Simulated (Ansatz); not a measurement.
Input:

SiTe:
```cif
data_Si2Te2
_chemical_formula_sum 'Si2 Te2'
_space_group_name_H-M_alt 'P 1'
_space_group_IT_number 1
_cell_length_a 4.91780
_cell_length_b 4.91780
_cell_length_c 3.93366
_cell_angle_alpha 90.000
_cell_angle_beta 90.000
_cell_angle_gamma 90.000
loop_
_space_group_symop_operation_xyz
  'x, y, z'
loop_
_atom_site_label
_atom_site_type_symbol
_atom_site_fract_x
_atom_site_fract_y
_atom_site_fract_z
_atom_site_occupancy
Si1 Si 0.00000 0.50000 0.33076 1
Si2 Si 0.50000 0.00000 0.66924 1
Te1 Te 0.50000 0.50000 0.00000 1
Te2 Te 0.00000 0.00000 0.00000 1
```

This is the LDA-relaxed structure.

Q: All from DFT-LDA in the program Ansatz with PAW potentials, unless another level is named. Estimate the electronic character.

A: metallic (no gap).

Q: What about the formation energy from the elements (no fitted shifts)?

A: 0.44 eV/atom.

Q: What about the density of states at the Fermi level?

A: 0.53 states/eV per atom (mean over ±0.08 eV).

Space group P4/nmm. The start of the workflow was typed in or built on a structure type; neither database checked (COD, Materials Project) lists it. Whether it is the stable phase at ambient conditions was not checked. The cell was relaxed with LDA under the symmetry of its start; whether a distortion lowers the energy is not shown. The volume moved by -20 % from the start of the relaxation. Its formation energy is positive at this level, so the cell may be metastable or incomplete. A crystal of weakly bound layers computed without a dispersion correction: the cell and the soft elastic constants depend strongly on that. The references are the lowest solids computed at this level, not always the standard phases. Spin–orbit coupling is left out wherever it is not named.

Potentials: the later of the program's two PAW sets.
